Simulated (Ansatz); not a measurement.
**Quadrupolar parameters in AlHSO5**

The cell is a Materials Project structure (computed, not necessarily an observed phase).

```cif
data_AlHSO5
_symmetry_space_group_name_H-M 'C2/c'
_symmetry_Int_Tables_number 15
_cell_length_a 7.1572
_cell_length_b 7.2549
_cell_length_c 7.0754
_cell_angle_alpha 90.000
_cell_angle_beta 118.998
_cell_angle_gamma 90.000
loop_
_atom_site_label
_atom_site_type_symbol
_atom_site_symmetry_multiplicity
_atom_site_Wyckoff_symbol
_atom_site_fract_x
_atom_site_fract_y
_atom_site_fract_z
Al Al 4 b 0.5000 0.0000 0.0000
H H 4 e 0.5000 0.7806 0.2500
S S 4 e 0.5000 0.3691 0.2500
O7 O 8 f 0.1873 0.9920 0.3495
O11 O 8 f 0.5095 0.2510 0.0834
O15 O 4 e 0.5000 0.9152 0.2500
```

One atom of each set is listed; the run and its k-mesh use a cell of 16 atoms with edges of 5.10, 5.10, 7.08 Å.

The numbers come from a DFT calculation in Ansatz (PBE, plane waves and PAW, scalar-relativistic, 420 eV cutoff, Γ-centred 5×5×4 k-points, Fermi–Dirac smearing 0.02 eV).

C_Q = eQV_zz/h, which is 24.18 MHz for Q = 1 b and V_zz = 10²¹ V/m²; η = (V_xx − V_yy)/V_zz.

²⁷Al: I = 5/2, Q = 146.6 mb; 2H: I = 1, Q = 2.858 mb; ³³S: I = 3/2, Q = -69.40 mb; O-17: I = 5/2, Q = -25.58 mb. Quadrupole moments are those of Pyykkö's year-2017 table.

Q: What field gradients does the calculation give at each kind of site?

A: 

```
site  atoms                                first shell  V_xx, V_yy, V_zz (10²¹ V/m²)     η  C_Q (MHz)
  Al      2                         6 O at 1.87–1.96 Å             0.97, 2.06, -3.02  0.36      -10.7
   H      2          1 O at 0.98 Å; also 2 O at 2.34 Å            -1.74, -2.19, 3.94  0.11      0.272
   S      2                         4 O at 1.47–1.49 Å            0.023, 1.26, -1.29  0.96       2.16
  O7      4  1 S at 1.47 Å, 1 Al at 1.96 Å, angle 144°           -6.64, -8.25, 14.88  0.11      -9.20
 O11      4  1 S at 1.49 Å, 1 Al at 1.91 Å, angle 142°           -6.69, -8.02, 14.71  0.09      -9.10
 O15      2              1 H at 0.98 Å, 2 Al at 1.87 Å           0.91, 11.65, -12.55  0.86       7.77
```

At O7 and O11 V_zz points along the shorter of its two bonds, to S (within 6°) in each case. At H V_zz points along its bond to O (within 1°).

The largest force is 0.3 eV/Å, so the atoms aren't at the calculated equilibrium and relaxing them would move these values. Where η is near 1 the sign of V_zz means little.
